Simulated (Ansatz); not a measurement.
## Si: excitons and shallow donors from band masses and screening

Method: DFT r2SCAN, scalar-relativistic, plane waves, PAW (Ansatz).

Settings: cutoff 500 eV, Γ-centred mesh 10×10×10 on the computed 2-atom cell, Gaussian smearing of 0.02 eV; no spin polarisation.

Relaxed cell: Fd-3m, a = 5.444 Å, b = 5.444 Å, c = 5.444 Å, α = 90.00°, β = 90.00°, γ = 90.00°, 2 atoms in the primitive cell.

The calculation gives a Kohn–Sham gap of 0.77 eV, an electron mass of 0.26 mₑ and a hole mass of 0.219 mₑ (harmonic means over x, y, z and over the bands degenerate at each edge), and ε∞ = 11.94 (independent particles, mean of the diagonal). The masses depend on direction at the band edges, which the isotropic model averages.

Estimate the binding energy and radius of a Wannier–Mott exciton and of a shallow donor, and say whether the hydrogenic model can hold.

The reduced mass is μ = mₙmₕ/(mₙ + mₕ) = 0.119 mₑ, with mₙ and mₕ the band masses. With E_b = 13.606 eV × μ/ε² and a = 0.529 Å × ε/μ (μ in mₑ) the exciton has E_b = 11.3 meV and a = 53 Å. For a donor μ is the electron mass: 25 meV and 24 Å. The exciton's radius is 14 times the shortest lattice vector (3.85 Å), so the continuum picture is reasonable. In a polar crystal the ions screen too, so a state bound more weakly than an optical phonon feels the larger static constant, which lowers the energy and widens the orbit. The other way, the small Kohn–Sham gap and the missing local fields make ε∞ too large and the masses tend to be too light, which underbinds. The edges lie at different points of the zone, so the exciton is indirect.